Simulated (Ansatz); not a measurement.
# Compressing WSe2: a fit and a missing row

WSe2, P6_3/mmc, a = 3.230 Å, c = 12.415 Å. Ansatz: PBEsol+D3(BJ), PAW, 420 eV, Γ-centred 12×12×2 mesh on 6 atoms, Gaussian smearing 0.02 eV; no spin polarisation. Shape and atoms are relaxed at each volume; pressure is positive in compression.

```
V (Å³/atom) P (GPa)
     16.456    14.46
     17.017        ?
     17.578     5.55
     18.139     2.41
     18.700     0.00
     19.261    -1.76
     19.822    -2.95
     20.570    -3.80
```

Task: Take V0 = 18.700 Å³/atom, fit the third-order Birch–Murnaghan form to the other rows, and predict the missing pressure.

Result: With the Eulerian strain f = ½[(V0/V)^(2/3) − 1] and y = P/[3f(1 + 2f)^(5/2)], the form is the line y = B0 + 1.5 B0 (B0′ − 4) f. Rows (f, y): 0.04448, 87.6; 0.02106, 79.2; 0.01026, 74.4; -0.00976, 63.1; -0.01905, 56.9; -0.03078, 48.2. Means f = 0.002702, y = 68.233; Σ(Δf)² = 0.003889, ΣΔfΔy = 2.038; the slope is their ratio. y = 66.82 + 524.1 f GPa, so B0 = 66.8 GPa and B0′ = 4 + 2 × (524.1)/(3 × 66.82) = 9.23. At V = 17.017, f = 0.03245, y = 83.83 and P = 9.55 GPa. The run gave 9.53 GPa, so the fit is 0.02 GPa too high, within the rms miss on the fitted rows (0.20 GPa). A B0′ outside 2 to 8 is unusual except in layered or molecular crystals, and here it hangs on few rows.

Spin–orbit coupling is left out, which can shift energies with elements as heavy as these.

Cost: 8 runs of about 12 core-minutes in all, on Intel Xeon Platinum 8259CL (Skylake/Cascade Lake) (shared hosts).